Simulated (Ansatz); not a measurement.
Values for one crystal, relaxed and computed with r²SCAN (plane waves, PAW; program Ansatz); other levels are named.

```yaml
volume_per_atom: 23.43 Å³
band_gap: 0.70 eV (indirect)
valence_band_maximum: on the Y–Γ line, 12 % of the way from Y (k = 0.000, 0.438, 0.000 in fractions of the reciprocal vectors)
conduction_band_minimum: at Γ
smallest_direct_gap_on_the_standard_path: 0.77 eV
Formation energy from the elements (no fitted shifts): -0.73 eV/atom
```

Problem. Pick the material that matches.
(A) Nb2Pd3Se8, Pbam (Pearson symbol oP26)
(B) MgSe2, Pa-3 (Mg on 4a, Se on 8c)
(C) TiSe2O6, P2_1/c (Pearson symbol mP18)
(D) CdSe, zinc blende

Solution. A, Nb2Pd3Se8, Pbam (Pearson symbol oP26)

The workflow started from a Materials Project entry (that database holds measured and hypothetical structures alike); the Crystallography Open Database copy checked does not list it. Whether it is the stable phase at ambient conditions was not checked. The r²SCAN relaxation kept the symmetry of its start; its stability against distortions is not shown here. The run is not spin-polarised. The references are the lowest solids computed at this level, not always the standard phases. Scalar-relativistic: spin–orbit coupling is off unless named, which matters more the heavier the elements.

Potentials: the later of the program's two PAW sets.
